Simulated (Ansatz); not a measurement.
HfGe (NiAs type, P6_3/mmc) under volume change, the program Ansatz at the PBE level (PAW), shape and atoms relaxed at each volume.

```csv
V (Å³/atom),E − E(relaxed) (meV/atom),P (GPa)
19.131,65.9,12.01
19.761,27.8,7.43
20.392,[?],[?]
21.023,0.0,0.00
21.653,6.0,-2.95
22.284,22.7,-5.49
22.915,[?],[?]
```

Q: Complete the blanks.

A: 
- 22.915, E − E(relaxed) (meV/atom): 48.7
- 22.915, P (GPa): -7.67
- 20.392, E − E(relaxed) (meV/atom): 6.6
- 20.392, P (GPa): 3.43

Q: What does a third-order Birch–Murnaghan fit give for V₀, B₀ and B′?

A: V₀ = 21.02 Å³/atom, B₀ = 106 GPa, B′ = 3.9.

A made-up cell: these elements were put on the sites of a structure type; neither database checked (COD, Materials Project) lists it. Whether it is the stable phase at ambient conditions was not checked. The PBE relaxation kept the symmetry of its start; its stability against distortions is not shown here. The run is not spin-polarised. Scalar-relativistic: spin–orbit coupling is off unless named, which matters more the heavier the elements.

Potentials: the later of the program's two PAW sets.
